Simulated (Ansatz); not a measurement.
NbRu (Pm-3m), stationary points along a deformation path

Computed with DFT PBEsol, scalar-relativistic, plane waves, PAW in Ansatz. The runs took a 420 eV cutoff, a Γ-centred 16×16×16 mesh and Gaussian smearing (0.15 eV). No spin polarisation. Energies are free energies at this smearing, counted from the undisturbed cell; pressure is positive in compression.

The undisturbed cell (as given, not relaxed at this level; it stands at -9.7 GPa, and it needn't be the usual structure):

```
CELL_PARAMETERS angstrom
3.18400 0.00000 0.00000
0.00000 3.18400 0.00000
0.00000 0.00000 3.18400
ATOMIC_POSITIONS crystal
Nb 0.00000 0.00000 0.00000
Ru 0.50000 0.50000 0.50000
```

At fixed volume and fractional coordinates, lengths along (0.000, 0.000, 1.000) are scaled against those across it; ρ is that ratio over its starting value. V = 16.139 Å³/atom. Δσ is the stress along the axis less the mean stress across it (compression positive).

```csv
ρ,ΔE (meV/atom),Δσ (GPa),space group
0.650,680.8,52.15,P4/mmm
0.707,441.9,37.37,P4/mmm
0.780,198.0,34.14,P4/mmm
0.850,45.6,17.28,P4/mmm
0.920,-5.5,2.72,P4/mmm
0.960,-5.1,-2.16,P4/mmm
1.000,0.0,0.00,Pm-3m
1.050,-11.1,5.35,P4/mmm
1.100,-23.5,1.84,P4/mmm
1.200,-3.4,-8.80,P4/mmm
1.300,53.4,-10.07,P4/mmm
1.414,110.0,-11.16,P4/mmm
1.500,162.4,-15.66,P4/mmm
```

**Question.** How does the stress give the slope of the energy, and where is the energy stationary?

**Answer.** Along the path d ln(length) is 2/3 d ln ρ on the axis and −1/3 d ln ρ across it, so dE/d ln ρ = −(2/3) V Δσ: the energy falls with ρ where Δσ is positive. Δσ vanishes or changes sign between ρ = 0.920 and 0.960, a minimum (near 0.94 by linear interpolation); at ρ = 1.000 (Pm-3m), a maximum at 0.0 meV/atom; between ρ = 1.100 and 1.200, a minimum (near 1.12 by linear interpolation). Pairs of stationary points between two samples would go unseen, and could change a minimum read from distant neighbours into a maximum. At ρ = 1.000 the cell is cubic, where symmetry alone makes the stress isotropic and the slope zero.

**Question.** Which shear constant sets the curvature at ρ = 1?

**Answer.** For a cubic crystal E/V = (2/3) C (ln ρ)² with C = C′ = (C11 − C12)/2, so Δσ = −2C ln ρ. The parabola of Δσ against ln ρ through ρ = 0.960, 1 and 1.050 gives C ≈ -39 GPa with the ions clamped, rough because the steps are large. It is the stress–strain coefficient at this cell's pressure of -9.7 GPa, not the zero-pressure constant. It is negative, so the cubic cell is unstable to this shear.

**Question.** Integrate that slope from ρ = 1 to 1.200 by the trapezoid rule.

**Answer.** With V/N in Å³ and 1 eV/Å³ = 160.2 GPa the slopes at ρ = 1.000, 1.050, 1.100, 1.200 are 0, -360, -123, 591 meV/atom per unit of ln ρ. The steps add (-8.8) + (-11.2) + 20.3 = 0.3 meV/atom, against -3.4 from the energies; the trapezoid rule misses the curvature of the slope within each step.

**Question.** Is the start the lowest point of the path?

**Answer.** No: ρ = 1.100 lies 23.5 meV/atom lower, with no sampled rise above the start on the way. Volume and inner coordinates are held, so a relaxed structure there would lie lower still.

In a metal these slopes depend on the k mesh and the smearing.